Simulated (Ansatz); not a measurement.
Moving the functional in HPbNO4

```cif
data_structure
_symmetry_space_group_name_H-M 'P2_1'
_symmetry_Int_Tables_number 4
_cell_length_a 6.4274
_cell_length_b 4.1204
_cell_length_c 8.3429
_cell_angle_alpha 90.000
_cell_angle_beta 112.226
_cell_angle_gamma 90.000
_cell_volume 204.53
loop_
_atom_site_label
_atom_site_type_symbol
_atom_site_symmetry_multiplicity
_atom_site_Wyckoff_symbol
_atom_site_fract_x
_atom_site_fract_y
_atom_site_fract_z
_atom_site_occupancy
H1 H 2 a 0.29323 0.09634 0.51145 1
Pb1 Pb 2 a 0.98408 0.60545 0.29271 1
N1 N 2 a 0.59275 0.36591 0.79266 1
O1 O 2 a 0.12761 0.09171 0.45627 1
O2 O 2 a 0.41422 0.46208 0.80499 1
O3 O 2 a 0.78114 0.46517 0.89394 1
O4 O 2 a 0.58436 0.16282 0.67325 1
```

The cell comes from a database or a generator and needn't be the stable form of this composition.

Kept alike: task band structure; k mesh 7 × 5 × 4; occupations fermi-dirac, width 0.05 eV; no spin polarisation. Program: Ansatz, Ansatz PAW. Cutoffs run from 420 to 500 eV. The mesh is that of the run's cell of 14 atoms. No spin-orbit coupling.

| functional | band gap (eV) | pressure (GPa) |
| --- | --- | --- |
| BLYP | 3.267 | 2.10 |
| LDA | 3.210 | -6.02 |
| PBE | 3.297 | 0.00 |
| PBEsol | 3.290 | -2.82 |
| r2SCAN | 3.683 | -3.33 |

Pressure is positive in compression, with a Pulay correction for the finite cutoff. Spin-orbit coupling, left out here, moves the band edges of heavy atoms and can close or invert small gaps. Gaps are the smaller of the mesh's and the band path's. All rows use potentials made for PBE.

The band gap runs from 3.210 (LDA) to 3.683 eV (r2SCAN). From PBE: BLYP -0.030; LDA -0.087; PBEsol -0.007; r2SCAN +0.386. The pressure runs from -6.02 (LDA) to 2.10 GPa (BLYP). From PBE: BLYP +2.10; LDA -6.02; PBEsol -2.82; r2SCAN -3.33.
